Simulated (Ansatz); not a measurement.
# Hf₂ZrSe₆ (P-3m1) at 2 levels of theory

One geometry, relaxed with PBE; plane waves with PAW potentials in Ansatz, scalar-relativistic. No spin polarisation. Gaps are the least over mesh and band path; pressure is positive in compression.

```yaml
crystal:
  lattice:
    - [3.78137, 0.00000, 0.00000]
    - [-1.89069, 3.27477, 0.00000]
    - [0.00000, 0.00000, 20.99005]
  atoms:
    - { symbol: Zr, position: [0.00000, 0.00000, 0.00000] }
    - { symbol: Hf, position: [0.00000, 0.00000, 0.33210] }
    - { symbol: Hf, position: [0.00000, 0.00000, 0.66790] }
    - { symbol: Se, position: [0.66667, 0.33333, 0.25718] }
    - { symbol: Se, position: [0.66667, 0.33333, 0.59299] }
    - { symbol: Se, position: [0.66667, 0.33333, 0.92420] }
    - { symbol: Se, position: [0.33333, 0.66667, 0.07580] }
    - { symbol: Se, position: [0.33333, 0.66667, 0.40701] }
    - { symbol: Se, position: [0.33333, 0.66667, 0.74282] }
```

```json
{"level": "PBE", "cutoff (eV)": "420", "k mesh": "12×12×2", "gap (eV)": "0.43", "pressure (GPa)": "0.0"}
```

Problem. What comes out on the same cell with r2SCAN?

Solution.
| level | cutoff (eV) | k mesh | gap (eV) | pressure (GPa) |
| --- | --- | --- | --- | --- |
| r2SCAN | 500 | 12×12×2 | 0.74 | -0.9 |

Spin-orbit coupling matters for the bands of heavy elements and is left out. The cell holds layers, chains or molecules and no dispersion correction was added, so their binding is poorly described.

The cell was found from a structure generator's guess, not taken from experiment.
